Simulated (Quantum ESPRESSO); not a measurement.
# Where does Si sit best among Ge sites?

These are calculations, not measurements. They come from pw.x of Quantum ESPRESSO 7.5, a plane-wave density functional program, with PseudoDojo standard norm-conserving files (v0.5 for PBE, v0.4.1 for LDA and PBEsol). The cells are made up: elements, strain and atom displacements were drawn at random, and nothing was relaxed. There is no spin polarisation, spin-orbit coupling or dispersion term.

The cell has 8 sites of a zincblende or diamond lattice. Sites 1 to 4 hold Ge Ge N Ga; sites 5 to 8 hold X X X X. Cell vectors in Å: (5.779, -0.032, 0.032); (-0.032, 5.654, -0.040); (0.032, -0.040, 5.750). Settings: PBE, cutoff 1143 eV, 6 x 6 x 6 k mesh shifted by half a step, Fermi-Dirac smearing of 0.1 eV.

In each run one of the sites marked X holds Si and the others hold Ge; cell and positions stay the same. E is the free energy of the cell.

| site of the guest | first shell | mean distance (Å) | E above the lowest (eV) | P (GPa) | force on the guest (eV/Å) |
| --- | --- | --- | --- | --- | --- |
| 5 | GaGe2N | 2.506 | 0.053 | -4.62 | 1.450 |
| 6 | GaGe2N | 2.487 | 0.059 | -4.66 | 1.597 |
| 7 | GaGe2N | 2.470 | 0.000 | -4.70 | 2.083 |
| 8 | GaGe2N | 2.466 | 0.004 | -4.70 | 1.611 |

A rerun of one of these cells at 1437 eV and k mesh 8 x 8 x 8 moved values by no more than 0.003 eV in the cell's energy, 0.02 GPa in stress and 0.007 eV/Å in force.

## Reading the table

Sites 7 and 8 are too close to be ranked against the rerun's bound. A straight line of energy against the mean distance has a slope of 1.5 ± 0.7 eV/Å, so these few sites cannot settle whether the distance sets the order. The positions are random and not relaxed, so the differences hold for this frozen cell and are not site preferences of a real crystal.